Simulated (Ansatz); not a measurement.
Ti$_{5}$Si: how the energy converges with the cutoff

Ti$_{5}$Si, P1, a = 5.350 Å, b = 5.288 Å, c = 5.276 Å, α, β, γ = 56.8°, 56.7°, 57.4°. Ansatz: PBEsol, PAW, cutoff varied, Γ-centred 8×8×8 mesh on 6 atoms, Gaussian smearing 0.10 eV; no spin polarisation. Single points at one geometry with displaced atoms, the cutoff alone changed; ΔE is the energy at zero smearing over the run at 600 eV. The runs up to 350 eV lie under the cutoff recommended for these PAW datasets.

```
cutoff (eV)  ΔE (meV/atom)
        200        4603.32
        250              ?
        300         118.13
        350           9.57
        420           0.75
```

Assume ΔE falls exponentially with the cutoff, fit y = ln ΔE against x, the cutoff in eV, to the other rows, and predict the missing value.

y = 8.435, 4.772, 2.259, -0.288. Means x = 317.5, y = 3.7945; Σ(Δx)² = 25675, ΣΔxΔy = -1031; the slope is their ratio. y = 16.54 − 0.04015 x, a factor of ten per 57 eV. At 250 eV this gives ΔE = 666.81 meV/atom. The run gave 842.63, a ratio of 0.79. Between neighbouring rows the decay runs from a factor of ten per 46 eV to one per 68 eV, so one exponential is only a rough guide.

Cost: 6 runs of about 6.8 core-minutes in all, on Arm Neoverse V2 (shared hosts).